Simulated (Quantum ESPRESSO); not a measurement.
# Al3SiNO5: finding a planted mistake in a log

A calculation, not a measurement. The program is pw.x of Quantum ESPRESSO 7.5 (plane-wave density functional theory). The cell is made up: 10 atoms on a corundum lattice, with randomly drawn elements, strain and displacements, not relaxed. PseudoDojo standard norm-conserving files (v0.5 for PBE, v0.4.1 for LDA and PBEsol) set the functional; there is no spin polarisation, spin-orbit coupling or dispersion term, and the masses in the input are unused placeholders.

Intended input:

```
&control calculation='scf', pseudo_dir='./dojo.nc.sr.pbe.v0_5.standard.upf', outdir='./o', disk_io='medium', tprnfor=.true., tstress=.true. /
&system ibrav=0, nat=10, ntyp=4, nbnd=30, ecutwfc=84.00895049, nosym=.true., tot_charge=0,
 occupations='smearing', smearing='fd', degauss=0.0018374661
/
&electrons conv_thr=7.350e-09, electron_maxstep=60, /
ATOMIC_SPECIES
Al 1.0 Al.upf
N 1.0 N.upf
O 1.0 O.upf
Si 1.0 Si.upf
CELL_PARAMETERS angstrom
2.4376 1.4573 4.552
-2.384 1.5142 4.5045
0.0761 -2.8259 4.482
ATOMIC_POSITIONS angstrom
Al 0.0271 0.0721 4.7763
Si -0.042 0.0121 1.957
Al 0.1096 0.0575 8.6914
Al 0.0394 0.1247 11.5376
N -0.8218 1.5446 7.9759
O -0.657 -1.5107 7.8666
O 1.7662 0.1836 7.9414
O 1.0165 -1.4331 5.6495
O 0.7414 1.6673 5.7015
O -1.5613 -0.0511 5.5861
K_POINTS automatic
5 5 5 1 1 1
```

The log is shortened where brackets say so; the opening notice, blank lines, dates and the lines on written files are dropped, and the path of the files is cut. It prints rydbergs, bohrs and kilobars, and counts compression as positive stress. Where no state is partly filled, the Fermi energy that it prints is only some level between the filled and the empty states on the mesh, and need not lie in the true gap.

Log of the intended run:

```
     Program PWSCF v.7.5
     Parallel version (MPI & OpenMP), running on       1 processor cores
     Number of MPI processes:                 1
     Threads/MPI process:                     1
     [start-up lines left out]
     bravais-lattice index     =            0
     lattice parameter (alat)  =      10.1389  a.u.
     unit-cell volume          =     632.8923 (a.u.)^3
     number of atoms/cell      =           10
     number of atomic types    =            4
     number of electrons       =        48.00
     number of Kohn-Sham states=           30
     kinetic-energy cutoff     =      84.0090  Ry
     charge density cutoff     =     336.0358  Ry
     scf convergence threshold =      7.3E-09
     mixing beta               =       0.7000
     number of iterations used =            8  plain     mixing
     Exchange-correlation= PBE
                           (   1   4   3   4   0   0   0)
     [axes and pseudopotential details left out]
   Cartesian axes
     site n.     atom                  positions (alat units)
         1        Al     tau(   1) = (   0.0050510   0.0134382   0.8902224  )
         2        Si     tau(   2) = (  -0.0078281   0.0022552   0.3647521  )
         3        Al     tau(   3) = (   0.0204276   0.0107170   1.6199315  )
         4        Al     tau(   4) = (   0.0073435   0.0232420   2.1504156  )
         5        N      tau(   5) = (  -0.1531698   0.2878876   1.4865743  )
         6        O      tau(   6) = (  -0.1224538  -0.2815692   1.4662026  )
         7        O      tau(   7) = (   0.3291901   0.0342200   1.4801441  )
         8        O      tau(   8) = (   0.1894586  -0.2671059   1.0529723  )
         9        O      tau(   9) = (   0.1381846   0.3107568   1.0626642  )
        10        O      tau(  10) = (  -0.2910002  -0.0095242   1.0411556  )
     number of k points=    63  Fermi-Dirac smearing, width (Ry)=  0.0018
                       cart. coord. in units 2pi/alat
        k(    1) = (  -0.0011867  -0.0012891   0.1189148), wk =   0.0320000
        k(    2) = (  -0.0049422  -0.2510855   0.2008969), wk =   0.0320000
     [further k points left out]
     Dense  grid:    65867 G-vectors     FFT dimensions: (  60,  60,  60)
     Estimated max dynamical RAM per process >      91.41 MB
     Initial potential from superposition of free atoms
     starting charge      47.9920, renormalised to      48.0000
     Starting wfcs are   40 randomized atomic wfcs
     total cpu time spent up to now is       10.0 secs
     per-process dynamical memory:    75.9 Mb
     Self-consistent Calculation
     iteration #  1     ecut=    84.01 Ry     beta= 0.70
     Davidson diagonalization with overlap
     ethr =  1.00E-02,  avg # of iterations =  3.0
     total cpu time spent up to now is       36.1 secs
     total energy              =    -208.37107749 Ry
     estimated scf accuracy    <       2.32302375 Ry
     iteration #  2     ecut=    84.01 Ry     beta= 0.70
     Davidson diagonalization with overlap
     ethr =  4.84E-03,  avg # of iterations =  2.0
     total cpu time spent up to now is       66.7 secs
     total energy              =    -208.99120510 Ry
     estimated scf accuracy    <       2.07739305 Ry
     [iterations 3 to 10 left out]
     iteration # 11     ecut=    84.01 Ry     beta= 0.70
     Davidson diagonalization with overlap
     ethr =  7.34E-10,  avg # of iterations =  2.5
     total cpu time spent up to now is      323.7 secs
     total energy              =    -209.38122140 Ry
     estimated scf accuracy    <       0.00000001 Ry
     iteration # 12     ecut=    84.01 Ry     beta= 0.70
     Davidson diagonalization with overlap
     ethr =  2.81E-11,  avg # of iterations =  3.8
     total cpu time spent up to now is      349.7 secs
     End of self-consistent calculation
     [lines on levels left out]
     the Fermi energy is    10.0340 ev
!    total energy              =    -209.38122140 Ry
     estimated scf accuracy    <          6.0E-09 Ry
     smearing contrib. (-TS)   =      -0.00000000 Ry
     internal energy E=F+TS    =    -209.38122140 Ry
     The total energy is F=E-TS. E is the sum of the following terms:
     one-electron contribution =     -33.81974826 Ry
     hartree contribution      =      50.62614387 Ry
     xc contribution           =     -58.27881013 Ry
     ewald contribution        =    -167.90880687 Ry
     convergence has been achieved in  12 iterations
     Forces acting on atoms (cartesian axes, Ry/au):
     atom    1 type  1   force =     0.08073605   -0.00306470   -0.06988831
     atom    2 type  4   force =     0.07811028    0.01783392    0.09223515
     atom    3 type  1   force =    -0.05344726    0.02375909   -0.01788018
     atom    4 type  1   force =     0.02318991   -0.01088755    0.03533673
     atom    5 type  2   force =    -0.08905043   -0.00726065   -0.03754602
     atom    6 type  3   force =     0.00703232    0.00834491   -0.02731232
     atom    7 type  3   force =     0.00625805   -0.00182877   -0.06747427
     atom    8 type  3   force =    -0.05834561   -0.02799127    0.01387292
     atom    9 type  3   force =     0.08460902   -0.03150910    0.01405281
     atom   10 type  3   force =    -0.07909232    0.03260413    0.06460350
     Total force =     0.266568     Total SCF correction =     0.000043
     Computing stress (Cartesian axis) and pressure
          total   stress  (Ry/bohr**3)                   (kbar)     P=     -140.63
  -0.00073084   0.00029479  -0.00034529         -107.51       43.36      -50.79
   0.00029479  -0.00089401  -0.00016620           43.36     -131.51      -24.45
  -0.00034529  -0.00016620  -0.00124318          -50.79      -24.45     -182.88
     init_run     :      9.84s CPU      9.97s WALL (       1 calls)
     electrons    :    333.11s CPU    339.71s WALL (       1 calls)
     forces       :      3.92s CPU      3.98s WALL (       1 calls)
     stress       :     16.66s CPU     16.72s WALL (       1 calls)
     [timing details left out]
     PWSCF        :   6m 3.77s CPU   6m11.06s WALL
     JOB DONE.
```

A second run was made from an input with one planted mistake. Its log:

```
     Program PWSCF v.7.5
     Parallel version (MPI & OpenMP), running on       1 processor cores
     Number of MPI processes:                 1
     Threads/MPI process:                     1
     [start-up lines left out]
     bravais-lattice index     =            0
     lattice parameter (alat)  =      10.2171  a.u.
     unit-cell volume          =     647.6446 (a.u.)^3
     number of atoms/cell      =           10
     number of atomic types    =            4
     number of electrons       =        48.00
     number of Kohn-Sham states=           30
     kinetic-energy cutoff     =      84.0090  Ry
     charge density cutoff     =     336.0358  Ry
     scf convergence threshold =      7.3E-09
     mixing beta               =       0.7000
     number of iterations used =            8  plain     mixing
     Exchange-correlation= PBE
                           (   1   4   3   4   0   0   0)
     [axes and pseudopotential details left out]
   Cartesian axes
     site n.     atom                  positions (alat units)
         1        Al     tau(   1) = (   0.0050493   0.0134464   0.8902183  )
         2        Si     tau(   2) = (  -0.0078237   0.0022565   0.3647544  )
         3        Al     tau(   3) = (   0.0204193   0.0107090   1.6199121  )
         4        Al     tau(   4) = (   0.0073428   0.0232491   2.1503883  )
         5        N      tau(   5) = (  -0.1531632   0.2878861   1.4865578  )
         6        O      tau(   6) = (  -0.1224603  -0.2815606   1.4661940  )
         7        O      tau(   7) = (   0.3291871   0.0342171   1.4801213  )
         8        O      tau(   8) = (   0.1894518  -0.2670969   1.0529623  )
         9        O      tau(   9) = (   0.1381816   0.3107469   1.0626540  )
        10        O      tau(  10) = (  -0.2909934  -0.0095253   1.0411435  )
     number of k points=    63  Fermi-Dirac smearing, width (Ry)=  0.0018
                       cart. coord. in units 2pi/alat
        k(    1) = (  -0.0011876  -0.0012903   0.1189155), wk =   0.0320000
        k(    2) = (  -0.0049468  -0.2510870   0.2008977), wk =   0.0320000
     [further k points left out]
     Dense  grid:    67357 G-vectors     FFT dimensions: (  60,  60,  60)
     Estimated max dynamical RAM per process >      93.03 MB
     Initial potential from superposition of free atoms
     starting charge      47.9920, renormalised to      48.0000
     Starting wfcs are   40 randomized atomic wfcs
     total cpu time spent up to now is       18.6 secs
     per-process dynamical memory:    76.9 Mb
     Self-consistent Calculation
     iteration #  1     ecut=    84.01 Ry     beta= 0.70
     Davidson diagonalization with overlap
     ethr =  1.00E-02,  avg # of iterations =  2.9
     total cpu time spent up to now is       62.6 secs
     total energy              =    -208.34385218 Ry
     estimated scf accuracy    <       2.32731704 Ry
     iteration #  2     ecut=    84.01 Ry     beta= 0.70
     Davidson diagonalization with overlap
     ethr =  4.85E-03,  avg # of iterations =  2.1
     total cpu time spent up to now is      100.6 secs
     total energy              =    -208.95028797 Ry
     estimated scf accuracy    <       2.20939423 Ry
     [iterations 3 to 11 left out]
     iteration # 12     ecut=    84.01 Ry     beta= 0.70
     Davidson diagonalization with overlap
     ethr =  3.46E-11,  avg # of iterations =  4.0
     total cpu time spent up to now is      522.7 secs
     total energy              =    -209.36524736 Ry
     estimated scf accuracy    <          9.5E-09 Ry
     iteration # 13     ecut=    84.01 Ry     beta= 0.70
     Davidson diagonalization with overlap
     ethr =  1.99E-11,  avg # of iterations =  2.0
     total cpu time spent up to now is      559.1 secs
     End of self-consistent calculation
     [lines on levels left out]
     the Fermi energy is     9.6464 ev
!    total energy              =    -209.36524736 Ry
     estimated scf accuracy    <          1.6E-09 Ry
     smearing contrib. (-TS)   =      -0.00000000 Ry
     internal energy E=F+TS    =    -209.36524736 Ry
     The total energy is F=E-TS. E is the sum of the following terms:
     one-electron contribution =     -35.70869898 Ry
     hartree contribution      =      51.09865457 Ry
     xc contribution           =     -58.13058118 Ry
     ewald contribution        =    -166.62462177 Ry
     convergence has been achieved in  13 iterations
     Forces acting on atoms (cartesian axes, Ry/au):
     atom    1 type  1   force =     0.07553636   -0.00278159   -0.06847673
     atom    2 type  4   force =     0.07492069    0.01974512    0.08882545
     atom    3 type  1   force =    -0.05049769    0.02435741   -0.01991160
     atom    4 type  1   force =     0.02112387   -0.01311042    0.03529515
     atom    5 type  2   force =    -0.08626531   -0.00627584   -0.03557790
     atom    6 type  3   force =     0.00725840    0.00763740   -0.02573579
     atom    7 type  3   force =     0.00373904   -0.00189713   -0.06455471
     atom    8 type  3   force =    -0.05520277   -0.02811447    0.01493208
     atom    9 type  3   force =     0.08313464   -0.02969468    0.01488655
     atom   10 type  3   force =    -0.07374723    0.03013419    0.06031750
     Total force =     0.255861     Total SCF correction =     0.000020
     Computing stress (Cartesian axis) and pressure
          total   stress  (Ry/bohr**3)                   (kbar)     P=     -177.70
  -0.00101973   0.00027822  -0.00031712         -150.01       40.93      -46.65
   0.00027822  -0.00114130  -0.00014184           40.93     -167.89      -20.86
  -0.00031712  -0.00014184  -0.00146296          -46.65      -20.86     -215.21
     init_run     :     17.86s CPU     18.43s WALL (       1 calls)
     electrons    :    534.75s CPU    540.48s WALL (       1 calls)
     forces       :      7.01s CPU      7.12s WALL (       1 calls)
     stress       :     22.42s CPU     22.50s WALL (       1 calls)
     [timing details left out]
     PWSCF        :   9m42.38s CPU   9m49.11s WALL
     JOB DONE.
```

Question: what was wrong in the second input?

Answer: the cell and the positions are scaled by a wrong factor. The input lines that differ, file-writing options aside:

```
- 2.4376 1.4573 4.552
+ 2.4564 1.4685 4.5871
- -2.384 1.5142 4.5045
+ -2.4024 1.5259 4.5392
- 0.0761 -2.8259 4.482
+ 0.0767 -2.8477 4.5165
- Al 0.0271 0.0721 4.7763
+ Al 0.0273 0.0727 4.8131
- Si -0.042 0.0121 1.957
+ Si -0.0423 0.0122 1.9721
- Al 0.1096 0.0575 8.6914
+ Al 0.1104 0.0579 8.7583
- Al 0.0394 0.1247 11.5376
+ Al 0.0397 0.1257 11.6264
- N -0.8218 1.5446 7.9759
+ N -0.8281 1.5565 8.0373
- O -0.657 -1.5107 7.8666
+ O -0.6621 -1.5223 7.9272
- O 1.7662 0.1836 7.9414
+ O 1.7798 0.185 8.0025
- O 1.0165 -1.4331 5.6495
+ O 1.0243 -1.4441 5.693
- O 0.7414 1.6673 5.7015
+ O 0.7471 1.6801 5.7454
- O -1.5613 -0.0511 5.5861
+ O -1.5733 -0.0515 5.6291
```

```
                                            intended run  run with the mistake
                          free energy (eV)     -2848.777             -2848.559
                    smearing term -TS (eV)        0.0000                0.0000
                            pressure (GPa)        -14.06                -17.77
            largest force component (eV/Å)         2.371                 2.284
largest change of a force component (eV/Å)                               0.137
                                iterations            12                    13
```

For scale, a rerun of the intended cell at a cutoff of 1437 eV and k mesh 7 x 7 x 7 moved values by no more than 0.003 eV in energy, 0.03 GPa in stress and 0.002 eV/Å in force.